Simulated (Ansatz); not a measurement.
BN in space group P6_3/mmc (No. 194; B on 2d, N on 2c), DFT-r²SCAN+D4 in the program Ansatz with PAW potentials. The conduction-band minimum lies at Y, with 1 equivalent valley. Second derivatives d²E/dk² of the lowest band at one valley (eV·Å²), along Cartesian directions:

```
direction  d²E/dk²
---------  -------
[100]        3.856
[010]        30.30
[001]        2.353
[110]        17.08
[101]        3.104
[011]        16.33
```

Find the principal effective masses, the density-of-states mass and the conductivity mass.

Off-diagonal terms follow from H_xy = H[110] − (H_xx + H_yy)/2, and m*/mₑ = 7.620 eV·Å² over each eigenvalue: 0.25, 2.0, 3.2. One valley's DOS mass (m₁m₂m₃)^(1/3) = 1.2, conductivity mass 3/(Σ 1/mᵢ) = 0.63 mₑ.

What effective density of states Nc follows at 300 K for parabolic valleys?

Nc = 2.509e19 × 1 × (1.2)^(3/2) ≈ 3.3e19 cm⁻³.

The cell was relaxed with r²SCAN+D4 under the symmetry of its start. Point labels and valley counts follow the cell and symmetry of the run, lower than the named group.

Potentials: the earlier of the program's two PAW sets.

Edges and masses are those of Kohn–Sham bands, whose gap is no quasiparticle gap.
